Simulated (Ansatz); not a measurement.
BeS:
```cif
data_BeS
_chemical_formula_sum 'Be1 S1'
_space_group_name_H-M_alt 'Pm-3m'
_space_group_IT_number 221
_space_group_name_Hall '-P 4 2 3'
_cell_length_a 2.94144
_cell_length_b 2.94144
_cell_length_c 2.94144
_cell_angle_alpha 90.000
_cell_angle_beta 90.000
_cell_angle_gamma 90.000
loop_
_atom_site_label
_atom_site_type_symbol
_atom_site_symmetry_multiplicity
_atom_site_Wyckoff_symbol
_atom_site_fract_x
_atom_site_fract_y
_atom_site_fract_z
_atom_site_occupancy
Be1 Be 1 a 0.00000 0.00000 0.00000 1
S1 S 1 b 0.50000 0.50000 0.50000 1
```

This is the r²SCAN-relaxed structure.

Problem. All from r²SCAN in the plane-wave PAW code Ansatz, unless another level is named. Estimate the electronic character.

Solution. metallic (no gap).

Problem. Predict the density of states at the Fermi level.

Solution. 0.45 states/eV per atom (mean over ±0.08 eV).

Problem. Give the formation energy from the elements (no fitted shifts).

Solution. 0.49 eV/atom.

A made-up cell: these elements were put on the sites of a structure type; neither database checked (COD, Materials Project) lists it. COD files the formula under space group No. 216, so this cell is another polymorph or a model. Whether it is the stable phase at ambient conditions was not checked. The r²SCAN relaxation kept the symmetry of its start. At this level the phase is mechanically unstable. The references are the lowest solids computed at this level, not always the standard phases.

Potentials: the earlier of the program's two PAW sets.
